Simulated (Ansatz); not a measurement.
Hf (hcp, Mg type)

```yaml
crystal:
  lattice:
    - [3.20421, 0.00000, 0.00000]
    - [-1.60210, 2.77493, 0.00000]
    - [0.00000, 0.00000, 5.06906]
  atoms:
    - { symbol: Hf, position: [0.33333, 0.66667, 0.75000] }
    - { symbol: Hf, position: [0.66667, 0.33333, 0.25000] }
```

Two coordinates are scanned: the volume, and the ratio of the stretch along z (the conventional c axis) to the stretch across it. Atoms keep their fractional coordinates.

Level of theory: PBE (plane waves to 420 eV, PAW, scalar-relativistic; Ansatz, a program for electronic structure). k mesh 17×17×9 (Γ-centred), Fermi-Dirac smearing 0.05 eV. Compression counts positive. With partly filled bands, the response to shear is sensitive to the k mesh, so small differences along c/a are uncertain. Hf is run without spin polarisation. Hf was relaxed with its symmetry unable to fall. Spin-orbit coupling is left out, though Hf is heavy.

At one point of the scan the stress tensor (GPa) is:

```
    9.1      0.0      0.0
    0.0      9.1      0.0
    0.0      0.0     -4.2
```

Question: Which point is it?
(A) V/V₀ = 0.987, (c/a)/(c/a)₀ = 1.120
(B) V/V₀ = 0.960, (c/a)/(c/a)₀ = 1.120
(C) V/V₀ = 1.040, (c/a)/(c/a)₀ = 1.080
(D) V/V₀ = 1.027, (c/a)/(c/a)₀ = 1.080

Answer: B, V/V₀ = 0.960, (c/a)/(c/a)₀ = 1.120

(Under strain, the slope of the energy per volume gives the stress and its curvature an elastic modulus.)
